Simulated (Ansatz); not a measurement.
Given:

HgPt:
```cif
data_HgPt
_chemical_formula_sum 'Hg1 Pt1'
_space_group_name_H-M_alt 'P 1'
_space_group_IT_number 1
_cell_length_a 3.00228
_cell_length_b 3.00228
_cell_length_c 3.90392
_cell_angle_alpha 90.000
_cell_angle_beta 90.000
_cell_angle_gamma 90.000
loop_
_space_group_symop_operation_xyz
  'x, y, z'
loop_
_atom_site_label
_atom_site_type_symbol
_atom_site_fract_x
_atom_site_fract_y
_atom_site_fract_z
_atom_site_occupancy
Hg1 Hg 0.00000 0.00000 0.00000 1
Pt1 Pt 0.50000 0.50000 0.50000 1
```

This is the r²SCAN-relaxed structure.

All from r²SCAN (plane waves, PAW; program Ansatz), unless another level is named. Predict the formation energy from the elements (no fitted shifts).

-0.011 eV/atom.

Next, the density of states at the Fermi level?

0.23 states/eV per atom (mean over ±0.08 eV).

Predict the gap with spin–orbit coupling.

none (metallic).

Space group P4/mmm (L1₀ or tetragonal B2). The workflow started from an entry of the Crystallography Open Database (COD). Whether it is the stable phase at ambient conditions was not checked. The r²SCAN relaxation kept the symmetry of its start; its stability against distortions is not shown here. No spin polarisation was allowed. The references are the lowest solids computed at this level, not always the standard phases. Scalar-relativistic: spin–orbit coupling is off unless named, which matters more the heavier the elements.

Potentials: the later of the program's two PAW sets.
